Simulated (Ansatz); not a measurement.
Method: PBEsol, no spin polarisation; PAW, plane waves to 420 eV, 8×8×8 Γ-centred mesh, cold occupations (width 0.0343 eV) (Ansatz 0.2.0), atoms fixed.

Computed maps in the lattice plane spanned by a (left to right, 2.89 Å, 9 points from zero) and b (bottom to top, 6.44 Å, 20 points from zero), 77° apart, at height 0.750 along c. The fields are smooth PAW ones with compensation charges, not the true ones near nuclei.

Valence density. Digits on a logarithmic scale: 0 up to 0.03 e/Å³, each further digit a factor of 1.6, 9 from 1.3 e/Å³ up:
```
345666664
345666765
434677765
434567765
444566665
444455555
544443334
555553224
555554334
666665445
555555555
555555555
444444444
444444455
544334566
754444578
754444568
655555556
445677654
345777754
```

ELF. Ten even steps from '0' (0.00) to '9' (0.99):
```
113200032
113300033
113666664
212689985
212589986
322355454
333310001
455520100
677761001
778875103
677776435
566665434
334443333
322122345
731011489
951001499
962111289
742333237
223555432
114433441
```

The cell is AlBH. Which atoms lie within 0.2 Å of this plane, and where (fractions of a and b)?

H at (0.91, 0.18), Al at (0.70, 0.60), B at (0.54, 0.93). The whole cell:
```
CELL_PARAMETERS angstrom
2.88944 0.00000 0.00000
1.44472 -6.27503 0.00000
0.00000 0.00000 -2.79955
ATOMIC_POSITIONS crystal
H 0.91002 0.17996 0.75000
H 0.08998 0.82004 0.25000
Al 0.30058 0.39884 0.25000
Al 0.69942 0.60116 0.75000
B 0.46450 0.07100 0.25000
B 0.53550 0.92900 0.75000
```

Origin: a known structure type with other elements, at an estimated volume, so it need not be a known compound. Caveats: atoms or cell far from equilibrium.
